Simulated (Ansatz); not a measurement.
MgTiS3O12: Mg-25 NMR of the central transition

Cell: a Materials Project structure (computed, not necessarily an observed phase).

Space group R3c:H (No. 161); a = 8.5994, c = 22.1890 Å, γ = 120.00°.

| site | Wyckoff | site symmetry | x | y | z |
| --- | --- | --- | --- | --- | --- |
| Mg | 6a | 3. | 0.0000 | 0.0000 | 0.3545 |
| Ti | 6a | 3. | 0.0000 | 0.0000 | 0.6447 |
| S | 18b | 1 | 0.9566 | 0.3355 | 0.5843 |
| O11 | 18b | 1 | 0.2074 | 0.0286 | 0.3038 |
| O17 | 18b | 1 | 0.7942 | 0.9660 | 0.6960 |
| O23 | 18b | 1 | 0.0209 | 0.8209 | 0.4073 |
| O29 | 18b | 1 | 0.9713 | 0.1682 | 0.5922 |

One atom of each set is listed; the run and its k-mesh use a cell of 34 atoms with edges of 8.91, 8.91, 8.91 Å.

Computed with Ansatz: DFT, r2SCAN, plane waves and PAW, scalar-relativistic, 500 eV cutoff, Γ-centred 3×3×3 k-points, Fermi–Dirac smearing 0.02 eV.

Mg-25 has I = 5/2 and Q = 199.4 mb (Pyykkö 2018); at 7.05 T its Larmor frequency is ν₀ = 18.4 MHz. Only the quadrupole interaction is simulated: positions count from each site's isotropic chemical shift, and J coupling is left out, as are shift anisotropy and dipolar coupling, which fast spinning averages.

Simulated pattern of one Mg site (fast magic-angle spinning, Gaussian broadening 0.02 kHz):

(offset (kHz), height): (-0.7040, 0), (-0.6762, 4), (-0.6485, 6), (-0.6207, 6), (-0.5929, 6), (-0.5651, 6), (-0.5373, 7), (-0.5096, 7), (-0.4818, 7), (-0.4540, 9), (-0.4262, 79), (-0.3985, 74), (-0.3707, 53), (-0.3429, 47), (-0.3151, 44), (-0.2873, 43), (-0.2596, 43), (-0.2318, 45), (-0.2040, 47), (-0.1762, 53), (-0.1485, 64), (-0.1207, 100), (-0.0929, 85), (-0.0651, 1)

(1) Which |C_Q| and η does the pattern imply?

Answers

(1) The pattern spans 0.583 kHz before broadening and its centre of gravity is at -0.272 kHz, which fixes P_Q; the places of the horns and steps fix η. That gives P_Q = 0.913 MHz, |C_Q| = 0.913 MHz and η = 0.00. The sign of C_Q can't be read from the pattern.

An axis of threefold or higher order runs through Mg, so V_zz lies along it and η is zero.

The largest force is 0.4 eV/Å, so the atoms aren't at the calculated equilibrium and relaxing them would move these values.
